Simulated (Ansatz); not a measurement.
TeRh (P6_3/mmc), a vibration from a frozen displacement

Level of theory: DFT r2SCAN, scalar-relativistic, plane waves, PAW in Ansatz 0.2.0. Cutoff 500 eV, Γ-centred 12×12×8 k-points, Gaussian smearing of 0.15 eV. Spin–orbit coupling is left out, which matters for the heavy elements here. No spin polarisation. Energies are free energies at this smearing, counted from the undisturbed cell; pressure is positive in compression.

The starting cell (as given, not relaxed at this level; it stands at 3.4 GPa, and it needn't be the usual structure):

```
Te Rh
1.0
     3.99000    0.00000    0.00000
    -1.99500    3.45544    0.00000
     0.00000    0.00000    5.66000
Te Rh
2 2
Direct
  0.33333 0.66667 0.25000
  0.66667 0.33333 0.75000
  0.00000 0.00000 0.00000
  0.00000 0.00000 0.50000
```

Every Te atom is moved by x along the Cartesian unit vector (0.000, 0.000, 1.000); the cell and all other atoms stay fixed. The cell's volume is 78.04 Å³; the moved atoms weigh 255.200 u together and the others 205.811 u. Some rows repeat others by symmetry and weren't run.

```
  x (Å)  ΔE (meV/cell) total force on the moved atoms along the move (eV/Å) pressure (GPa)
-0.2000         154.90                                                1.5674          5.0967
-0.1750         118.34                                                1.3586          4.7076
-0.1500          86.89                                                1.1582          4.3690
-0.1250          60.38                                                0.9636          4.0815
-0.1000          38.69                                                0.7716          3.8457
-0.0750          21.79                                                0.5800          3.6620
-0.0500           9.70                                                0.3874          3.5306
-0.0250           2.43                                                0.1940          3.4517
 0.0000           0.00                                                0.0000          3.4254
 0.0250           2.43                                               -0.1940          3.4517
 0.0500           9.70                                               -0.3874          3.5306
 0.0750          21.79                                               -0.5800          3.6620
 0.1000          38.69                                               -0.7716          3.8457
 0.1250          60.38                                               -0.9636          4.0815
 0.1500          86.89                                               -1.1582          4.3690
 0.1750         118.34                                               -1.3586          4.7076
 0.2000         154.90                                               -1.5674          5.0967
```

Task: What frequency belongs to this motion?

Result: The force constant is k = −dF/dx = 7.760 eV/Å², from the parabola through x = -0.0250, 0 and 0.0250. In every cell the moved atoms swing against the rest, so the mass is μ = m₁m₂/(m₁ + m₂) = 113.930 u, and ν̃ = 521.5 cm⁻¹ × √(|k|/μ) = 136 cm⁻¹, at this cell's pressure of 3.4 GPa. To first order in x, and within 1 %, the force on every atom lies along the move and, within each of the two groups, in proportion to the atom's mass, so this is itself a mode at the zone centre of this cell.

Task: How far does the harmonic law reach?

Result: At x = -0.200 Å, kx²/2 = 155.20 meV against the computed 154.90 meV (-0.2 %): the well is still close to harmonic there.

Task: The pressure changes with x². What does that say about the frequency under compression?

Result: With E = k(V)x²/2, k ∝ V^(−2γ) and x scaling with the cell as V^(1/3), P − P0 = −∂E/∂V = (2γ − 2/3) ΔE/V. At x = 0.0500 Å, V(P − P0) = 78.04 × 0.10519 / 160.2 eV = 51.23 meV and ΔE = 9.70 meV, so γ = 1/3 + V(P − P0)/(2ΔE) = 2.97. This is the Grüneisen parameter of the motion under uniform scaling of the cell: shrinking the cell evenly by 1 % in volume raises the frequency by about 2.97 %.

In a metal these slopes depend on the k mesh and the smearing.